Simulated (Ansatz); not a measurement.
Starting cell, NiSi₂ (fluorite type, space group Fm-3m):

```
NiSi2
1.0
    0.00000     2.72203     2.72203
    2.72203     0.00000     2.72203
    2.72203     2.72203     0.00000
Ni Si
1 2
Direct
  0.00000   0.00000   0.00000
  0.25000   0.25000   0.25000
  0.75000   0.75000   0.75000
```

In each cell atom 3 (Si, nearest neighbour Ni at 2.357 Å; its periodic images, 3.8 Å or more away, move with it) moves by s·(0.000, 0.000, 1.000) (along Cartesian z), the rest being held.

The numbers are results of PBE (plane waves to 420 eV, PAW, scalar-relativistic; Ansatz, a first-principles code), not measurements. k mesh 12×12×12 (Γ-centred), Fermi-Dirac smearing 0.05 eV. Energies are smeared free energies. With partly filled bands, energies and forces of such displacements shift with the k mesh and the smearing. NiSi2 is run without spin polarisation. NiSi2 was relaxed with its symmetry unable to fall. The PAW data are Ansatz's earlier set. ΔE is measured from the undisplaced structure.

Task: Give the computed ΔE (eV/cell) at s (Å) = -0.470, -0.376, -0.188, -0.094, 0.094, 0.282.

Result: 
| s (Å) | ΔE (eV/cell) |
|---|---|
| -0.470 | 0.895 |
| -0.376 | 0.554 |
| -0.188 | 0.132 |
| -0.094 | 0.032 |
| 0.094 | 0.032 |
| 0.282 | 0.304 |

(For displaced atoms, the force is minus the slope of the energy, and its curvature is a force constant, which sets phonon frequencies.)
